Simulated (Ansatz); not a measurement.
One crystal and one scan (generalised stacking-fault energy along a line) at two levels, PBE (plane waves to 420 eV, PAW, scalar-relativistic; Ansatz, a quantum-chemistry and plane-wave program) and r2SCAN (plane waves to 500 eV, PAW, scalar-relativistic; Ansatz), each from its own relaxed cell and on its own mesh.

The crystal is Ge (diamond); the crystal slips on the {111} plane, glide cut by s times a lattice vector of 7.06 Å, atoms relaxing along the normal only, γ being the energy change per area.

Energies are extrapolated to zero smearing. Ge was relaxed with its symmetry unable to fall. The PAW data are Ansatz's earlier set. As the smearing reaches across the gap at some points, the k mesh leaves noise in γ, roughly 0.02 J/m² as judged from a few cases. Faults lie only 10.0 Å apart, and holding the cell height raises γ above its relaxed value. Faults lie only 9.8 Å apart, and holding the cell height raises γ above its relaxed value. Some relaxations began with atoms very close together and may have settled on another branch. With partly filled bands, the k mesh leaves noise in γ, roughly 0.02 J/m² as judged from a few cases. Both scans cover s from 0.000 to 0.917.

| quantity | run 1 | run 2 |
|---|---|---|
| Lattice constant a (Å) | 5.673 | 5.762 |
| Band gap of the relaxed cell, no spin-orbit coupling (eV) | 0.37 | 0.00 |
| Highest computed γ on the line (J/m²) | 5.93 | 5.06 |
| Lower barrier from zero shift into that minimum (unstable fault energy, highest computed point) (J/m²) | 1.73 | 1.48 |
| Steepest slope dγ/d(shift) before the first maximum (spline) (GPa) | 49 | 41 |

### Question
Which run is which level?

### Answer
Run 2 is PBE, run 1 is r2SCAN. PBE gives the higher value for: lattice constant a. PBE gives the lower value for: band gap of the relaxed cell, no spin-orbit coupling; highest computed γ on the line; lower barrier from zero shift into that minimum; steepest slope dγ/d(shift) before the first maximum. Both give the same position of the highest point: s = 0.333.

(The slope of γ gives the shear force per area between the displaced halves; near zero shift its curvature is an elastic stiffness.)
